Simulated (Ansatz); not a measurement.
SnS$_{2}$ in space group Pbcn (No. 60; Sn on 4c, S on 8d) at seven volumes, DFT-PBEsol in the program Ansatz with PAW potentials, shape and atoms relaxed at each. One row is withheld.

```tsv
V (Å³/atom)	P (GPa)
20.144	8.33
20.808	5.06
21.472	?
22.137	0.00
22.801	-1.91
23.465	-3.43
24.129	-4.54
```

**Question.** Fit the shown pressures and predict the withheld one.

**Answer.** Third-order Birch–Murnaghan: P = (3/2)B₀(x^(7/2) − x^(5/2))[1 + (3/4)(B′ − 4)(x − 1)] with x = (V₀/V)^(2/3). Least squares on the six rows gives V₀ = 22.130 Å³/atom, B₀ = 68.08 GPa, B′ = 5.70. At V = 21.472, x = 1.0203 and P = 2.24 GPa. The run itself gave 2.31 GPa.

The start of the workflow was typed in or built on a structure type; neither database checked (COD, Materials Project) lists it. It is not the phase usual at ambient conditions (space group No. 164). The cell was relaxed with PBEsol under the symmetry of its start; whether a distortion lowers the energy is not shown. The volume moved by 26 % from the start of the relaxation. Scalar-relativistic: spin–orbit coupling is off unless named, which matters more the heavier the elements.

Potentials: the earlier of the program's two PAW sets. The files were generated under PBE; for other functionals the program regenerates the frozen cores, and for LDA and PBEsol the local potential too.
